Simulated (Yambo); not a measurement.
SrCl2 (fluorite, space group Fm-3m, No. 225), G0W0@PBEsol (Yambo, plasmon pole, terminator in G, 4×4×4 mesh): gap X → Γ in eV by bands and screening block.

| bands (W and G) | 2 Ry | 3 Ry | 5 Ry | 6 Ry | 8 Ry |
|---|---|---|---|---|---|
| 32 | 7.62 | 7.63 | 7.68 | 7.69 | 7.70 |
| 54 | 7.44 | 7.48 | [?] | 7.63 | 7.65 |
| 82 | [?] | 7.42 | 7.60 | 7.63 | 7.66 |
| 115 | 7.35 | 7.39 | 7.60 | 7.64 | 7.69 |
| 152 | [?] | 7.39 | 7.60 | 7.65 | 7.70 |

**Question.** Estimate the withheld gaps from their neighbours; the computed values follow.

**Answer.** 
- 54, 5 Ry: 7.61
- 82, 2 Ry: 7.37
- 152, 2 Ry: 7.34

The largest settings aren't shown to be the converged limit.

Geometry relaxed with PBEsol; primitive cell a = b = c = 4.883 Å, α = β = γ = 60.00°.
